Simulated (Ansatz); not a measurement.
A one-shot G0W0 calculation of SiGe as one 4-atom ordering (R-3m) on the diamond lattice with Ansatz 0.2.0, at the level G0W0@HSE06 with 321 empty bands, a screening cutoff of 140 eV and a 4×4×4 mesh. Cell and atoms come from a relaxation with r2SCAN.

The input:
```yaml
crystal:
  lattice:
    - [1.9627184945, 1.1331760511, 6.4105976063]
    - [-1.9627184945, 1.1331760511, 6.4105976063]
    - [0.0, -2.2663521023, 6.4105976063]
  atoms:
    - { symbol: Si, position: [0.1861189418, 0.1861189418, 0.1861189418] }
    - { symbol: Ge, position: [0.6889769731, 0.6889769731, 0.6889769731] }
    - { symbol: Si, position: [0.8138810582, 0.8138810582, 0.8138810582] }
    - { symbol: Ge, position: [0.3110230269, 0.3110230269, 0.3110230269] }
kpoints:
  mp_grid: { grid: [4, 4, 4] }
hamiltonian:
  xc: hse06
scf:
  occupations: { method: fixed }
gw:
  n_empty_bands: 321
  ecut_chi: 140
  qp_bands: [v2, c2]
  qp_kpoints: band_edges
  screening: { model: contour_deformation }
```

Run as `ansatz run input.yaml --threads 2 --pin off --max-ram 3686MiB --backend cpu --events-out ev --progress --plain --runs-dir out`. Wall time 9.5 min on 2 threads of Arm Neoverse V1 (shared host), load about 0.7 per core; peak host memory 1.6 GiB.

Abridged output:
```
Functional definition: HSE06
Crystal: 4 atoms, lattice volume = 85.547 Å³
Basis set: ecut = 420 eV, 1701 PW (Γ)
Bands: 22, of which v1, the nominal top of the filled ones, is band 18 counted from 1 (17 counted from 0)
Symmetry: 12 space group operations
Space group: R-3m (ITA 166)
k-points: 13 of 64
[warm-up without exact exchange]
SCF iter   1: HF=-9861.256877 eV  Δρ=1.59e-3  dr2=2.02e-3
SCF iter   2: HF=-9861.257168 eV  Δρ=7.50e-4  dr2=4.12e-4
SCF iter   3: HF=-9861.257241 eV  Δρ=2.47e-4  dr2=1.63e-4
SCF iter   4: HF=-9861.257203 eV  Δρ=5.11e-5  dr2=1.45e-6
SCF 1 stopped early in 4 iterations: F = -9861.257203 eV  dr2 = 1.45e-6
[exact exchange on]
Exchange kernel: α = 0.2500, screened, ω = 0.2079 Å⁻¹, Wigner–Seitz truncation, v(0) = 1034.2937 eV·Å³, q-mesh 4×4×4
preconditioner: auto → none  [insulator: Δε(μ)=1.114 eV  ℏωp=16.1 eV]
SCF 2 stopped early in 6 iterations: F = -9864.031775 eV  dr2 = 1.15e-5
hybrid outer 1: dexx = +1.446e-2 eV, tail = 7.87e-5 eV
SCF 3 converged in 4 iterations: F = -9864.032177 eV  dr2 = 7.29e-9
hybrid outer 2: dexx = +1.061e-6 eV, tail = 3.36e-8 eV, Δε = 3.47e-3 eV
Free energy (F): -9864.032178 eV
Fermi energy:    7.219817 eV
--- Band table (eV; the first three rows and the last of 13) ---
  k-point 0: bands = […, -0.8877, 5.5672, 5.5672, 7.1294, 7.2198, 7.2198, 8.4682, 9.7636]
  k-point 1: bands = […, -0.6966, 2.6777, 3.2498, 4.8329, 5.6816, 5.7427, 9.3340, 10.0087]
  k-point 2: bands = […, -0.4744, -0.2818, 3.1297, 3.2521, 4.3605, 4.8277, 8.8562, 9.6274]
  k-point 12: bands = […, 2.2401, 2.7166, 5.8451, 5.8451, 6.5852, 6.5852, 9.1411, 9.3046]
--- G₀W₀: contour deformation, 7 samples at zero and on the imaginary axis and 1 off it, 64 q-points, 321 empty bands' worth ---
    ik  band        ε_KS         Σx   Σc(E_QP)       V_xc       Z   E_QP_lin       E_QP  E_QP is
     0    17      7.2198   -15.4652     0.8499   -14.3447  0.7913     6.9485     6.9492  root
     0    18      7.2198   -15.4652     0.8499   -14.3447  0.7913     6.9485     6.9492  root
     0    19      8.4682    -9.2228    -3.9313   -13.0840  0.7939     8.3982     8.3982  root
     0    20      9.7636   -10.1172    -4.3676   -14.4311  0.7806     9.7099     9.7099  root
     2    17      4.3605   -14.8568     1.7678   -12.9155  0.7601     4.1866     4.1871  root
     2    18      4.8277   -15.2557     1.5655   -13.4778  0.7735     4.6146     4.6153  root
     2    19      8.8562    -5.9099    -4.0104    -9.7522  0.7892     8.6885     8.6882  root
     2    20      9.6274    -7.4735    -3.9649   -11.2418  0.7973     9.4311     9.4307  root
     3    17      6.2514   -14.8320     0.8697   -13.7303  0.7859     6.0188     6.0194  root
     3    18      6.2957   -15.1756     1.0525   -13.8737  0.7853     6.0455     6.0463  root
     3    19      9.1202    -8.1215    -3.8854   -11.8698  0.7960     8.9833     8.9831  root
     3    20      9.2034    -7.1476    -4.0197   -11.0202  0.7874     9.0566     9.0563  root
     6    17      5.7050   -14.9771     1.0946   -13.6660  0.7815     5.4880     5.4885  root
     6    18      5.7328   -15.2796     1.2728   -13.7729  0.7802     5.4982     5.4989  root
     6    19      8.3592    -6.4162    -3.8238   -10.0623  0.7975     8.1819     8.1816  root
     6    20      8.3936    -6.6008    -3.6587   -10.0673  0.8010     8.2017     8.2013  root
     7    17      6.9140   -15.3404     0.9127   -14.1667  0.7895     6.6523     6.6530  root
     7    18      6.9140   -15.3404     0.9127   -14.1667  0.7895     6.6523     6.6530  root
     7    19      8.7840    -8.6473    -3.9878   -12.5323  0.7905     8.6813     8.6812  root
     7    20      9.7811    -8.8753    -4.2691   -13.0531  0.7844     9.6899     9.6898  root
     8    17      5.0127   -14.7159     1.3039   -13.2081  0.7755     4.8083     4.8089  root
     8    18      5.6905   -15.2684     1.2774   -13.7553  0.7810     5.4541     5.4548  root
     8    19      8.7134    -6.8420    -3.7628   -10.4398  0.7940     8.5488     8.5484  root
     8    20     10.1085    -6.9824    -4.2077   -11.0195  0.7859     9.9383     9.9379  root
     9    17      4.4963   -14.7771     1.3882   -13.2146  0.7701     4.3214     4.3220  root
     9    18      5.3537   -15.1785     1.3867   -13.5681  0.7769     5.1293     5.1300  root
     9    19      8.5196    -6.2099    -3.8730    -9.9054  0.7947     8.3423     8.3420  root
     9    20      9.6716    -7.8503    -3.9867   -11.6704  0.7901     9.5053     9.5049  root
    11    17      4.6189   -14.8650     1.4771   -13.1953  0.7710     4.4258     4.4262  root
    11    18      4.6219   -14.8562     1.4791   -13.1890  0.7703     4.4334     4.4338  root
    11    19      9.1468    -6.8229    -3.8190   -10.4593  0.7969     8.9647     8.9643  root
    11    20      9.2351    -6.8722    -3.8252   -10.5091  0.7960     9.0472     9.0468  root
    12    17      6.5852   -15.4214     1.0226   -14.1467  0.7884     6.3324     6.3331  root
    12    18      6.5852   -15.4214     1.0226   -14.1467  0.7884     6.3324     6.3331  root
    12    19      9.1411    -7.7133    -4.1365   -11.7277  0.7820     9.0191     9.0189  root
    12    20      9.3046    -9.4663    -4.0792   -13.4596  0.7955     9.2188     9.2187  root
```

The rows of the band table are 0: (0, 0, 0) = Γ, 1: (0, 0, 1/4), 2: (0, 0, -1/2), 12: (-1/2, -1/2, -1/2).

The points are ik 0 = (0, 0, 0) (Γ), ik 2 = (0, 0, -1/2), ik 3 = (0, 1/4, 1/4), ik 6 = (0, -1/2, -1/2), ik 7 = (1/4, 1/4, 1/4), ik 8 = (1/4, 1/4, -1/2), ik 9 = (1/4, 1/4, -1/4), ik 11 = (1/4, -1/2, -1/4), ik 12 = (-1/2, -1/2, -1/2); band 18 is the last filled one.

Over the mesh points the HSE06 gap of 1.14 eV becomes a quasiparticle gap of 1.23 eV (Γ to k = (0, -1/2, -1/2)), a change of +0.09 eV. Renormalisation factors Z lie between 0.76 and 0.80. G0W0 values are finite-basis, finite-mesh values.

Simulation only: spin-unpolarised, and no claim that this is the phase found in nature.

The runs are scalar-relativistic, without spin-orbit coupling.
